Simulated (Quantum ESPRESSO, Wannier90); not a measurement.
**ZrGa₃ (I4/mmm), plane waves to Wannier functions**

```
begin unit_cell_cart
ang
    3.8861500000    0.0000000000    0.0000000000
    0.0000000000    3.8861500000    0.0000000000
   -1.9430750000   -1.9430750000    4.5503100000
end unit_cell_cart
begin atoms_frac
Zr   0.0000000000  0.0000000000  0.0000000000
Ga  -0.2500000000  0.2500000000  0.5000000000
Ga   0.2500000000 -0.2500000000  0.5000000000
Ga   0.5000000000  0.5000000000  0.0000000000
end atoms_frac
```

Structure: Materials Project mp-30685, symmetrised, not relaxed again. COD (Crystallography Open Database) has an entry of this formula and space group (matched by these alone). Computed values, not measurements, from PBEsol: Quantum ESPRESSO (norm-conserving PseudoDojo potentials, cutoff 64 Ry, no spin polarisation, no spin-orbit coupling) on a Γ-centred 6×6×6 mesh, then Wannier90. Density: 12×12×12 mesh, cold smearing 0.01 Ry.

A tight-binding model is made by disentanglement and projection with no localisation steps (num_iter = 0), so the 21 orbitals stay atom-like: hydrogen-like Zr: s;p;d; Ga: s;p, axes along x, y, z; frozen window up to 1.50 eV relative to the Fermi level. It follows pw.x to 11 meV rms for states up to 1.0 eV relative to the Fermi level. Matrix elements depend on this choice of orbitals and windows.

### Question
What are the on-site energies relative to the Fermi level, and how fast do the hoppings decay?

### Answer
| atom | orbitals | energy (eV) |
|---|---|---|
| Zr1 | s | 5.71 |
| Zr1 | pz | 9.64 |
| Zr1 | px py | 10.38 |
| Zr1 | dz2 | 2.41 |
| Zr1 | dxz dyz | 2.26 |
| Zr1 | dx2-y2 | 1.98 |
| Zr1 | dxy | 2.77 |
| Ga2 | s | -2.53 |
| Ga2 | pz | 4.60 |
| Ga2 | px py | 4.89 |
| Ga3 | s | -2.53 |
| Ga3 | pz | 4.60 |
| Ga3 | px py | 4.89 |
| Ga4 | s | -2.45 |
| Ga4 | pz | 4.43 |
| Ga4 | px py | 5.26 |

```csv
distance of the centres (Å),largest modulus (eV)
2–3,1.7
3–4,1.1
4–5,0.30
5–6,0.47
6–7,0.11
7–8,0.10
8–9,0.070
9–10,0.026
```
